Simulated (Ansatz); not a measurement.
Diamond Ge, relaxed with r2SCAN in the plane-wave code Ansatz. The symmetry is Fd-3m (No. 227, cubic); a = 5.674 Å in the conventional setting, 22.83 Å³ an atom. Ge has 4 Ge at 2.46 Å.

The axes x, y and z are those of this cell:
```
Ge
1.0
     0.00000    2.83687    2.83687
     2.83687    0.00000    2.83687
     2.83687    2.83687    0.00000
Ge
2
Direct
  0.00000 0.00000 0.00000
  0.25000 0.25000 0.25000
```

Unstrained: The r2SCAN gap is direct at Γ: 0.362 eV. HSE06 gives an indirect gap of 0.776 eV, from Γ to L; the least direct gap is 0.779 eV at Γ. Least and direct gap differ so little that the kind isn't settled. A second conduction valley, at Γ, lies only 3 meV higher, so their order isn't settled. Meshes: r2SCAN 8×8×8, HSE06 6×6×6. Strains are changes of length per length. After each strain the atoms were relaxed again with r2SCAN within the symmetry that the strain leaves, so tilts or polar shifts that break it weren't tested; points keep the names that they have in the unstrained zone. Calculated for a static, non-magnetic cell.

**Question.** One strain changed the r2SCAN stress by xx +8.56, yy +8.56, zz +0.01 GPa (compression positive) and the gap by -0.196 eV (r2SCAN), -0.231 eV (HSE06). Which kind of strain was it, and roughly how large?

**Answer.** Epitaxial -5.0 % in the xy plane, free normal strain +3.44 %. The pattern of the stress gives the kind; the size needs the stiffness, so it is an estimate.

**Question.** One strain changed the r2SCAN stress by xx +3.62, yy +3.62, zz +3.62 GPa (compression positive) and the gap by +0.231 eV (r2SCAN), +0.168 eV (HSE06). Which kind of strain was it, and roughly how large?

**Answer.** Isotropic -1.5 % on every length. The pattern of the stress gives the kind; the size needs the stiffness, so it is an estimate.

**Question.** Apply uniaxial +0.5 % along [111], other directions held. How far does the gap move, against the unstrained cell?

**Answer.** r2SCAN: the gap goes from 0.362 to 0.298 eV (-0.064 eV); with r2SCAN the top three valence levels at Γ, degenerate before, become 2+1 from the top over 42 meV. HSE06: the gap goes from 0.776 to 0.712 eV (-0.064 eV); the edges move from Γ → L to Γ; least and direct gap lie within 0.04 eV, so its kind isn't settled. The r2SCAN energy rises by 0.3 meV an atom.

**Question.** Apply epitaxial +0.5 % in the plane normal to [111], free normal strain -0.19 %. How far does the gap move, against the unstrained cell?

**Answer.** r2SCAN: the gap goes from 0.362 to 0.243 eV (-0.119 eV); with r2SCAN the top three valence levels at Γ, degenerate before, become 1+2 from the top over 56 meV. HSE06: the gap goes from 0.776 to 0.634 eV (-0.142 eV). The r2SCAN energy rises by 0.6 meV an atom.

**Question.** One strain changed the r2SCAN stress by xx -2.46, yy -0.79, zz -0.79 GPa (compression positive) and the gap by -0.250 eV (r2SCAN), -0.261 eV (HSE06). Which kind of strain was it, and roughly how large?

**Answer.** Uniaxial +2.0 % along x, other directions held. The pattern of the stress gives the kind; the size needs the stiffness, so it is an estimate.

Spin-orbit coupling is left out.

Gaps or overlaps of about a tenth of an eV are at the limit of these meshes: between the points read a gap can be smaller or closed.

The meshes of the hybrids are coarse, so their gaps aren't converged to the digits shown.

The splittings at Γ are without spin-orbit coupling, which regroups them where it is of like size or larger.
